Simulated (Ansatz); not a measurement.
TePt:
```
TePt
1.0
    1.96870    -5.26373     0.00000
    1.96870     5.26373     0.00000
    0.00000     0.00000     3.89108
Te Pt
2 2
Direct
  0.64360   0.35640   0.25000
  0.35640   0.64360   0.75000
  0.89849   0.10151   0.25000
  0.10151   0.89849   0.75000
```

Relaxed with PBEsol (plane waves, PAW; program Ansatz). Indices refer to the conventional cell of Cmcm, a = 3.937 Å, b = 10.527 Å, c = 3.891 Å, α = β = γ = 90.00°.

Simulate the powder diffraction pattern (Mo Kα, λ = 0.71073 Å; lines above 1 %) up to 2θ = 45°.

Simulated powder pattern, Mo Kα, λ = 0.71073 Å (kinematic, ideal powder, no thermal factors, no anomalous dispersion; the 30 strongest lines at most, above 1 %, up to 2θ = 45°):

```json
[
 {"2θ (°)": "11.06", "d (Å)": "3.688", "I/Imax (%)": "15", "hkl": "(110)"},
 {"2θ (°)": "13.04", "d (Å)": "3.129", "I/Imax (%)": "7.1", "hkl": "(021)"},
 {"2θ (°)": "15.26", "d (Å)": "2.677", "I/Imax (%)": "100", "hkl": "(111)"},
 {"2θ (°)": "15.52", "d (Å)": "2.632", "I/Imax (%)": "39", "hkl": "(040)"},
 {"2θ (°)": "18.76", "d (Å)": "2.180", "I/Imax (%)": "17", "hkl": "(041)"},
 {"2θ (°)": "18.82", "d (Å)": "2.173", "I/Imax (%)": "71", "hkl": "(131)"},
 {"2θ (°)": "20.80", "d (Å)": "1.969", "I/Imax (%)": "25", "hkl": "(200)"},
 {"2θ (°)": "21.05", "d (Å)": "1.946", "I/Imax (%)": "24", "hkl": "(002)"},
 {"2θ (°)": "22.07", "d (Å)": "1.857", "I/Imax (%)": "12", "hkl": "(150)"},
 {"2θ (°)": "23.84", "d (Å)": "1.721", "I/Imax (%)": "4.6", "hkl": "(112)"},
 {"2θ (°)": "24.49", "d (Å)": "1.676", "I/Imax (%)": "10", "hkl": "(151)"},
 {"2θ (°)": "26.06", "d (Å)": "1.576", "I/Imax (%)": "19", "hkl": "(240)"},
 {"2θ (°)": "26.26", "d (Å)": "1.564", "I/Imax (%)": "19", "hkl": "(042)"},
 {"2θ (°)": "28.15", "d (Å)": "1.461", "I/Imax (%)": "11", "hkl": "(241)"},
 {"2θ (°)": "29.30", "d (Å)": "1.405", "I/Imax (%)": "5.2", "hkl": "(170)"},
 {"2θ (°)": "29.76", "d (Å)": "1.384", "I/Imax (%)": "18", "hkl": "(202)"},
 {"2θ (°)": "30.68", "d (Å)": "1.343", "I/Imax (%)": "9.6", "hkl": "(152)"},
 {"2θ (°)": "31.20", "d (Å)": "1.321", "I/Imax (%)": "11", "hkl": "(171)"},
 {"2θ (°)": "33.13", "d (Å)": "1.247", "I/Imax (%)": "9.8", "hkl": "(081)"},
 {"2θ (°)": "33.44", "d (Å)": "1.235", "I/Imax (%)": "11", "hkl": "(311)"},
 {"2θ (°)": "33.73", "d (Å)": "1.225", "I/Imax (%)": "18", "hkl": "(242)"},
 {"2θ (°)": "33.77", "d (Å)": "1.224", "I/Imax (%)": "11", "hkl": "(113)"},
 {"2θ (°)": "35.30", "d (Å)": "1.172", "I/Imax (%)": "12", "hkl": "(331)"},
 {"2θ (°)": "35.60", "d (Å)": "1.162", "I/Imax (%)": "11", "hkl": "(133)"},
 {"2θ (°)": "36.36", "d (Å)": "1.139", "I/Imax (%)": "5.3", "hkl": "(172)"},
 {"2θ (°)": "36.95", "d (Å)": "1.121", "I/Imax (%)": "3.6", "hkl": "(190)"},
 {"2θ (°)": "39.44", "d (Å)": "1.053", "I/Imax (%)": "11", "hkl": "(281)"},
 {"2θ (°)": "42.91", "d (Å)": "0.971", "I/Imax (%)": "4.4", "hkl": "(192)"},
 {"2θ (°)": "43.53", "d (Å)": "0.958", "I/Imax (%)": "3.7", "hkl": "(371)"},
 {"2θ (°)": "43.79", "d (Å)": "0.953", "I/Imax (%)": "3.6", "hkl": "(173)"}
]
```

The start of the workflow was typed in or built on a structure type; neither database checked (COD, Materials Project) lists it. COD files the formula under space group No. 166, 194. Its standing as an ambient phase is unchecked. The PBEsol relaxation kept the symmetry of its start; whether a distortion lowers the energy is not shown. No spin polarisation was allowed. Spin–orbit coupling is left out wherever it is not named.

Potentials: the later of the program's two PAW sets.
